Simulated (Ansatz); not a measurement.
Calculated electric field gradients for SiO₂

The cell is a COD entry whose atoms were relaxed with PBE, the cell held.

Space group P4_12_12 (No. 92); a = 4.9501, c = 6.9259 Å.

| site | Wyckoff | site symmetry | x | y | z |
| --- | --- | --- | --- | --- | --- |
| Si | 4a | ..2 | 0.3068 | 0.3068 | 0.0000 |
| O | 8b | 1 | 0.2361 | 0.1197 | 0.1863 |

One atom of each set is listed.

Method: Kohn–Sham DFT in Ansatz, r2SCAN, plane waves and PAW, scalar-relativistic, 500 eV cutoff, Γ-centred 5×5×4 k-points, Fermi–Dirac smearing 0.02 eV.

Conventions: |V_zz| ≥ |V_yy| ≥ |V_xx|, η = (V_xx − V_yy)/V_zz, C_Q = eQV_zz/h. ν_Q = 3|C_Q|/[2I(2I − 1)].

O-17: I = 5/2, Q = -25.58 mb. Quadrupole moments are those of Pyykkö's year-2017 table.

| site | atoms | first shell | C_Q (MHz) | η | ν_Q (MHz) |
| --- | --- | --- | --- | --- | --- |
| O | 8 | 2 Si at 1.62–1.63 Å, angle 142° | -5.73 | 0.20 | 0.859 |

At O V_zz runs parallel to the line that joins its two neighbours (within 1°).

Si has no stable isotope with a ground-state quadrupole moment in the table, so these sites are left out.

The largest force is 0.3 eV/Å, so the atoms aren't at the calculated equilibrium and relaxing them would move these values.

Hardware: 1 thread of Intel Xeon Platinum 8375C CPU @ 2.90GHz (Ice Lake) (x86_64; 16 cores open to the job, memory cap 2.5 GiB, no GPU), a shared host with a load of 0.3 a core. Wall time 24 s, CPU time 24 s, peak memory 0.79 GiB.
